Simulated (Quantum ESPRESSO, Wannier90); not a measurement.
NaCl (rock salt): Wannier90 run

```xyz
2
Lattice="0.0000 2.7941 2.7941 2.7941 0.0000 2.7941 2.7941 2.7941 0.0000" Properties=species:S:1:pos:R:3 pbc="T T T"
Na     0.0000     0.0000     0.0000
Cl     2.7941     2.7941     2.7941
```

Cell from Materials Project (mp-22862), symmetrised, no further relaxation. COD (Crystallography Open Database) has an entry of this formula and space group (matched by these alone). Level: PBE, no spin polarisation, no spin-orbit coupling; pw.x of Quantum ESPRESSO at 71 Ry with PseudoDojo potentials, 10×10×10 k-points, Wannier90. Density: 10×10×10 mesh, cold smearing 0.01 Ry.

Band 5 is isolated and gives one Wannier function a cell (Cl2 3s 93 %, Na1 3s 6 %; spread 0.84 Å²). Its on-site energy is ε = -12.386 eV relative to the valence-band maximum, and its hoppings t(R) = t(−R) to the nearer images are (images within this range that aren't listed have |t| under 5 meV):

```tsv
R (lattice vectors; −R alike)	distance (Å)	t (eV)
0 0 1	3.95	-0.026
0 1 -1	3.95	-0.026
0 1 0	3.95	-0.026
1 -1 0	3.95	-0.026
1 0 -1	3.95	-0.026
1 0 0	3.95	-0.026
```

### Question
Work out the band energy at Γ, X, U, K from these numbers.

### Answer
For one orbital E(k) = ε + Σ_R 2 t(R) cos(2π k·R), the sum over the listed R.
- Γ, k = (0.000, 0.000, 0.000): E = -12.386 + (-0.026)·(12.00) = -12.70 eV; pw.x: -12.72 eV
- X, k = (0.500, 0.000, 0.500): E = -12.386 + (-0.026)·(-4.00) = -12.28 eV; pw.x: -12.31 eV
- U, k = (0.625, 0.250, 0.625): E = -12.386 + (-0.026)·(-3.66) = -12.29 eV; pw.x: -12.30 eV
- K, k = (0.375, 0.375, 0.750): E = -12.386 + (-0.026)·(-3.66) = -12.29 eV; pw.x: -12.30 eV

At these points the listed shells miss the plane-wave band by up to 0.03 eV, of a width of 0.43 eV on the path. With all its hoppings the model misses the band by 0.0 meV at worst on the whole path, so most of the miss comes from the hoppings not listed.
